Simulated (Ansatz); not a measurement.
**SbOs (CsCl type) under strong compression**

```
Os Sb
1.0
     3.29205    0.00000    0.00000
     0.00000    3.29205    0.00000
     0.00000    0.00000    3.29205
Os Sb
1 1
Direct
  0.00000 0.00000 0.00000
  0.50000 0.50000 0.50000
```

The cell comes from a relaxation on PAW files under the same functional, begun from a prototype that needn't be the stable phase.

Its volume is scaled at fixed shape and fractional positions.

Level of theory: DFT with PBE, scalar-relativistic, in Ansatz 0.2.0; a Γ-centred 12×12×12 k mesh, Fermi–Dirac smearing of 0.05 eV, no spin polarisation. LAPW: all electrons, basis error target 1 meV/atom; PAW: frozen-core files, cutoff 420 eV; crystal datasets: all electrons, by PAW datasets that the program makes for each cell; norm-conserving: pseudopotentials, cutoff 1088 eV; PAW (cutoff 250 eV): frozen-core files, cutoff 250 eV.

Energies are extrapolated to zero smearing and count from the unscaled cell; pressure is positive in compression; gaps take the mesh and a band path. No temperature or zero-point motion is included.

Spin–orbit coupling is left out, which matters for the heavy atoms. The structure type is held throughout; the real material can change phase at far lower pressure.

| V/V0 | V (Å³/atom) | P LAPW (GPa) | ΔE LAPW (eV/atom) | P PAW − LAPW (GPa) | ΔE PAW − LAPW (meV/atom) |
| --- | --- | --- | --- | --- | --- |
| 1.00 | 17.84 | -0.03 | 0.000 | 0.00 | 0.0 |
| 0.92 | 16.41 | 18.69 | 0.077 | 0.03 | 0.1 |
| 0.84 | 14.98 | ? | ? | ? | ? |
| 0.76 | 13.56 | 98.1 | 1.000 | 0.17 | 1.8 |
| 0.68 | 12.13 | 179.9 | 2.207 | 0.38 | 4.2 |
| 0.60 | 10.70 | 320.3 | 4.376 | 0.85 | 9.4 |
| 0.52 | 9.28 | 568.8 | 8.228 | 2.01 | 22.0 |
| 0.45 | 8.03 | 960.4 | 14.037 | 4.05 | 45.1 |

Question: Fit the Vinet equation to the LAPW pressures shown (residuals weighted by 1/(|P| + 0.03·Pmax)), and predict the pressure of the withheld row.

Answer: The fit gives V0 = 17.85 Å³/atom, B0 = 176 GPa and B0′ = 5.31. At 14.98 Å³/atom, x = (V/V0)^(1/3) = 0.9434, and P = 3·B0·(1 − x)/x²·exp[1.5·(B0′ − 1)·(1 − x)] = 48.5 GPa. The run itself gave 48.6 GPa (-0.3 % off) and ΔE = 0.365 eV/atom.

Question: From the table, what is the rise of the enthalpy H = E + pV up to the last row, and how stiff is the crystal between the last two rows?

Answer: ΔH = 14.037 eV + (960.4 GPa × 8.03 Å³ + 0.03 GPa × 17.84 Å³) × 0.006242 eV/(GPa·Å³) = 62.16 eV/atom, of which pV makes 77 %. The mean bulk modulus there is −ΔP/Δln V = 2710 GPa.

Question: At the smallest volume, how far do crystal datasets and norm-conserving and PAW (cutoff 250 eV) lie from LAPW in pressure?

Answer: crystal datasets: 0.00 GPa; norm-conserving: +6.53 GPa; PAW (cutoff 250 eV): +12.42 GPa, on a LAPW pressure of 960.4 GPa.

Question: How do the Löwdin populations by LAPW change from the unscaled cell to the last row?

Answer: Os 5s 1.98 → 1.89, Os 6s 0.69 → 0.55, Os 5d 7.30 → 8.18, Sb 4s 1.99 → 1.95, Sb 5s 1.66 → 1.12, Sb 4p 6.00 → 5.97, Sb 5p 3.15 → 3.12 electrons an atom. These are projections on the shells that the free atoms fill; 0.24 e a cell lies outside them at the start and 0.30 e at the end.
